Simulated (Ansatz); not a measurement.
The relaxed structure here is a generated cell of LiTaO3: the first start was made by a random draw of sites in a space group, and the end was not matched to a known phase here, so it may be hypothetical. Known forms of LiTaO3 include space group No. 161.

The end point of a relaxation of LiTaO₃. Space group P4/mmm (No. 123). The numbers are results of PBEsol (plane waves to 420 eV, PAW, scalar-relativistic; Ansatz, a quantum-chemistry and plane-wave program), not measurements.

Space group P4/mmm (No. 123); a = b = 4.4335 Å, c = 3.5912 Å, α = β = γ = 90.00°

```
atom  site  symmetry       x       y       z
----  ----  --------  ------  ------  ------
Li      1c     4/mmm  0.5000  0.5000  0.0000
O       2e      mmm.  0.0000  0.5000  0.5000
O       1b     4/mmm  0.0000  0.0000  0.5000
Ta      1a     4/mmm  0.0000  0.0000  0.0000
```

Task: Predict the magnetic moment from PBEsol.

Result: Net 0.00 μB/atom, spin-polarised, with opposite induced moments.

Spin state reached: spin-polarised, with opposite induced moments (net 0.00 μB/atom); other spin orders were not run from this start. The d or f electrons are treated with no Hubbard U.

The run could not lose the symmetry of its start: the end is stationary, and may be a saddle point rather than a minimum.

All atoms sit on sites fixed by symmetry, so only the cell could relax.
